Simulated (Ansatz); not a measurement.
CdTe (zinc blende)

```xyz
2
Lattice="0.0000 3.3090 3.3090 3.3090 0.0000 3.3090 3.3090 3.3090 0.0000" Properties=species:S:1:pos:R:3 pbc="T T T"
Te     4.9635     4.9635     4.9635
Cd     0.0000     0.0000     0.0000
```

The slice is a {100} plane (indices of the conventional cell) through the point (0.000, 0.000, 0.000) (fractional), spanned by u = [100] and v = [0 1 -1] in vectors of this cell: u (4.68 Å) and v (4.68 Å, at 90° to u). It covers one period; positions are fractions (u, v).

All values below come from PBE (plane waves to 420 eV, PAW, scalar-relativistic; Ansatz, a program for electronic structure). k mesh 9×9×9. Near the nuclei the fields are pseudised (PAW); where an atom keeps semicore shells as valence, they peak there. CdTe was relaxed with its symmetry unable to fall. Spin-orbit coupling is left out, though Te is heavy.

Question: Sketch the electrostatic potential energy of an electron, from the cell's mean on this plane as a map.

Answer: 
```
v \ u  0.00  0.12  0.25  0.38  0.50  0.62  0.75  0.88
-----  ----  ----  ----  ----  ----  ----  ----  ----
0.88      x     x  -0.3   3.2   3.5   3.2  -0.3     x
0.75   -3.1  -0.3   2.9   4.1   4.3   4.1   2.9  -0.3
0.62    2.7   3.2   4.1   4.6   4.6   4.6   4.1   3.2
0.50    2.9   3.5   4.3   4.6   4.7   4.6   4.3   3.5
0.38    2.7   3.2   4.1   4.6   4.6   4.6   4.1   3.2
0.25   -3.1  -0.3   2.9   4.1   4.3   4.1   2.9  -0.3
0.12      x     x  -0.3   3.2   3.5   3.2  -0.3     x
0.00      x     x  -3.1   2.7   3.0   2.7  -3.1     x
```

Values: electrostatic potential energy of an electron, from the cell's mean, in eV. Points within 1 Å of a nucleus are blanked (x), as the pseudised field means little there. Values under -4 eV are set to -4. The zero, the cell's mean, hangs on the PAW cores.
